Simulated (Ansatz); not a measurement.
Sn₂Pt: pressure against volume

A database entry relaxed whole under r2SCAN (Fm-3m):

```yaml
crystal:
  lattice:
    - [0.00000, 3.23996, 3.23996]
    - [3.23996, 0.00000, 3.23996]
    - [3.23996, 3.23996, 0.00000]
  atoms:
    - { symbol: Sn, position: [0.25000, 0.25000, 0.25000] }
    - { symbol: Sn, position: [0.75000, 0.75000, 0.75000] }
    - { symbol: Pt, position: [0.00000, 0.00000, 0.00000] }
```

The cell was scaled uniformly, its shape held, and the atoms relaxed at each volume with plane-wave PAW DFT (Ansatz 0.2.0; r2SCAN, 500 eV, 9×9×9 Γ-centred mesh, fermi-dirac occupations of width 0.100 eV; no spin, no spin-orbit coupling). One row is withheld.

```json
{"volume (Å³/atom)": "21.314", "energy over the lowest (meV/atom)": "28.8", "pressure (GPa)": "7.61"}
{"volume (Å³/atom)": "21.767", "energy over the lowest (meV/atom)": "11.9", "pressure (GPa)": "4.74"}
{"volume (Å³/atom)": "22.220", "energy over the lowest (meV/atom)": "2.6", "pressure (GPa)": "2.21"}
{"volume (Å³/atom)": "22.674", "energy over the lowest (meV/atom)": "0.0", "pressure (GPa)": "0.00"}
{"volume (Å³/atom)": "23.127", "energy over the lowest (meV/atom)": "?", "pressure (GPa)": "?"}
{"volume (Å³/atom)": "23.581", "energy over the lowest (meV/atom)": "11.4", "pressure (GPa)": "-3.67"}
{"volume (Å³/atom)": "24.034", "energy over the lowest (meV/atom)": "24.2", "pressure (GPa)": "-5.19"}
```

Fit the pressures of the other rows to the third-order Birch-Murnaghan form.

With f = [(V₀/V)^(2/3) − 1]/2 and P = 3B₀f(1 + 2f)^(5/2)[1 + 3(B₀′ − 4)f/2], least squares gives V₀ = 22.67 Å³ an atom, B₀ = 104 GPa and B₀′ = 5.4; the rows miss the fit by less than 0.01 GPa. The slope of the energies differs from these pressures by 0.19 GPa, since they are taken to zero smearing while pressures follow the free energy.

What does the withheld row hold?

The fit gives -1.96 GPa at 23.127 Å³; the run gave -1.95 GPa and 3.2 meV an atom.

Caveats: the shape of the cell was held; 0 K, fixed nuclei; the symmetry was kept, and this need not be the phase that is stable at 0 K; one mesh for all volumes; pressure is positive in compression.
